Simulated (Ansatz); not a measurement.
LiPb:
```
CELL_PARAMETERS angstrom
      3.54482     0.00000     0.00000
      0.00000     3.54482     0.00000
      0.00000     0.00000     3.54482
ATOMIC_POSITIONS crystal
  Pb 0.00000 0.00000 0.00000
  Li 0.50000 0.50000 0.50000
```

Relaxed with r²SCAN.

Problem. Give the Bader charges and basin volumes of the independent atoms, r²SCAN in the plane-wave PAW code Ansatz.

Solution. 

| atom | Bader charge (e) | Bader volume (Å³) |
|---|---|---|
| Pb1 | -0.87 | 40.5 |
| Li2 | +0.87 | 4.0 |

Space group Pm-3m (CsCl type). The workflow started from an entry of the Crystallography Open Database (COD), which files this formula under 2 space groups. Whether it is the stable phase at ambient conditions was not checked. Symmetry was held in the r²SCAN relaxation; whether a distortion lowers the energy is not shown. Spin–orbit coupling is left out wherever it is not named.

Potentials: the later of the program's two PAW sets.
